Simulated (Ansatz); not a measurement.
SiGeC₂:
```yaml
crystal:
  lattice:
    - [3.15602, 0.00000, 0.00000]
    - [0.00000, 3.15602, 0.00000]
    - [0.00000, 0.00000, 4.45312]
  atoms:
    - { symbol: Si, position: [0.00000, 0.00000, 0.00000] }
    - { symbol: C, position: [0.50000, 0.00000, 0.23635] }
    - { symbol: Ge, position: [0.50000, 0.50000, 0.50000] }
    - { symbol: C, position: [0.00000, 0.50000, 0.76365] }
```

This is the PBEsol-relaxed structure. x, y and z are the axes in which the lattice vectors are written.

All from PBEsol in the plane-wave PAW code Ansatz, unless another level is named. Predict the formation energy from the elements (no fitted shifts).

0.065 eV/atom.

What about the hole effective mass, band 2 of 2 at the edge?

0.19 along x, 0.51 along z (mₑ).

And the gap with spin–orbit coupling?

1.36 eV.

Next, the hole effective mass with spin–orbit coupling?

0.38, 0.45, 0.52 mₑ (principal values).

Give the conduction-band minimum.

at M.

Space group P-4m2. The start of the workflow was typed in or built on a structure type; neither database checked (COD, Materials Project) lists it. Its standing as an ambient phase is unchecked. Symmetry was held in the PBEsol relaxation; whether a distortion lowers the energy is not shown. The references are the lowest solids computed at this level, not always the standard phases. Scalar-relativistic: spin–orbit coupling is off unless named, which matters more the heavier the elements.

Potentials: the earlier of the program's two PAW sets. The files were generated under PBE; for other functionals the program regenerates the frozen cores, and for LDA and PBEsol the local potential too.
